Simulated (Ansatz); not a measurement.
**Kick test of a cell of Li7Sb**

The cell was found from a structure generator's guess, not taken from experiment.

All numbers below come from DFT PBE, scalar-relativistic, plane waves, PAW (Ansatz). Settings: cutoff 420 eV, Γ-centred mesh 6×6×8 on the computed 8-atom cell, Gaussian smearing of 0.10 eV; no spin polarisation.

The cell below (8 atoms, space group P-6m2 (No. 187)) is relaxed within its symmetry.

```
Li Sb
1.0
     6.04659    0.00000    0.00000
    -3.02329    5.23650    0.00000
     0.00000    0.00000    4.74614
Li Sb
7 1
Cartesian
  -1.4879 2.6319 0.0000
  0.0000 5.2091 0.0000
  1.4879 2.6319 0.0000
  -1.5771 4.4015 2.3731
  0.0000 1.6700 2.3731
  1.5771 4.4015 2.3731
  3.0233 1.7455 2.3731
  0.0000 0.0000 0.0000
```

For the test it was strained at random (σ = 1.5 % a component), the atoms were moved at random (σ = 0.10 Å), and all was relaxed again on a coarse 6×6×6 mesh (in the run’s order of axes) with 0.20 eV smearing, with no symmetry imposed.

Spin–orbit coupling, which can matter for Sb, is left out.

Problem. Does it come back?

Solution. It doesn't return. The energy falls by 28 meV/atom on that mesh, the volume changes by -3.0 %, and the end has space group Cmmm (No. 65) at a loose tolerance. Relaxed again on an 8×8×8 mesh with 0.10 eV smearing, the new structure lies 29 meV/atom below the first (mesh in the axes of the run's cell; the cell below is made exact in the group named). Space group Cmmm (No. 65), orthorhombic, a = 6.808 Å, b = 9.461 Å, c = 4.524 Å. Li on a site of symmetry 2/m has 6 Li at 2.85–2.91 Å, 2 Sb at 2.91 Å and 6 Li at 3.28–3.40 Å; Li on a site of symmetry mmm is surrounded by 8 Li at 2.75–2.91 Å, 2 Sb at 3.40 Å and 4 Li at 3.55 Å; Li on a site of symmetry m2m has 6 Li at 2.71–2.85 Å, 2 Sb at 3.02 Å, 2 Li at 3.15 Å and 4 Li at 3.48–3.55 Å; around Sb lie 12 Li at 2.91–3.02 Å and 2 Li at 3.40 Å; 1 more site not described.

```cif
data_structure
_symmetry_space_group_name_H-M 'Cmmm'
_symmetry_Int_Tables_number 65
_cell_length_a 6.8081
_cell_length_b 9.4613
_cell_length_c 4.5236
_cell_angle_alpha 90.000
_cell_angle_beta 90.000
_cell_angle_gamma 90.000
_cell_volume 291.38
loop_
_atom_site_label
_atom_site_type_symbol
_atom_site_symmetry_multiplicity
_atom_site_Wyckoff_symbol
_atom_site_fract_x
_atom_site_fract_y
_atom_site_fract_z
_atom_site_occupancy
Li1 Li 4 f 0.25000 0.75000 0.50000 1
Li2 Li 2 c 0.50000 0.00000 0.50000 1
Li3 Li 4 i 0.50000 0.71076 0.00000 1
Li4 Li 4 g 0.27042 0.00000 0.00000 1
Sb1 Sb 2 d 0.00000 0.00000 0.50000 1
```
